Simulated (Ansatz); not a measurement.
A relaxed cell of Al5GaP6 is given with its symmetry left out. The cell was found from a structure generator's guess, not taken from experiment.

Computed with DFT PBE, scalar-relativistic, plane waves, PAW (Ansatz 0.2.0). Cutoff 420 eV, Γ-centred mesh, Gaussian smearing, no spin polarisation.

```
CELL_PARAMETERS angstrom
3.88616 0.00000 0.00000
-1.94308 3.36551 0.00000
0.00000 0.00000 19.15660
ATOMIC_POSITIONS crystal
Al 0.66667 0.33333 0.16628
Al 0.66667 0.33333 0.49993
Al 0.66667 0.33333 0.83319
Al 0.33333 0.66667 0.99979
Al 0.33333 0.66667 0.66658
Ga 0.33333 0.66667 0.33352
P 0.66667 0.33333 0.29117
P 0.66667 0.33333 0.62485
P 0.66667 0.33333 0.95805
P 0.33333 0.66667 0.12466
P 0.33333 0.66667 0.45852
P 0.33333 0.66667 0.79146
```

The zero of energy is the elements' standard structures at the same level; no fitted shifts are applied. The references include black phosphorus.

Question: What space group does it have?

Answer: P3m1 (No. 156), with Al and Ga ordered on wurtzite sites. Conventional cell: a = 3.886 Å, c = 19.157 Å. Al on its first site has 4 P at 2.38–2.39 Å; Al on its second site has 4 P at 2.38–2.39 Å; Ga is surrounded by 4 P at 2.39 Å; P on its first site has 3 Ga at 2.39 Å and 1 Al at 2.39 Å; 8 more sites not described.

Question: What is its formation energy per atom?

Answer: −0.594 eV/atom. Whether it is stable depends on the other phases of the system, which aren't compared here.

Question: Is it a metal?

Answer: No, the gap on the 12×12×2 mesh is 1.71 eV.

The last run used a 12×12×2 mesh (in the run's order of axes) for its 12-atom cell and Gaussian smearing of 0.02 eV. Kohn–Sham gaps at this level usually fall short of measured ones. The reference form of P is held partly by dispersion forces, which this level lacks. A later test with randomly moved atoms came back to the same energy, though modes that don't fit the test's cell weren't probed.
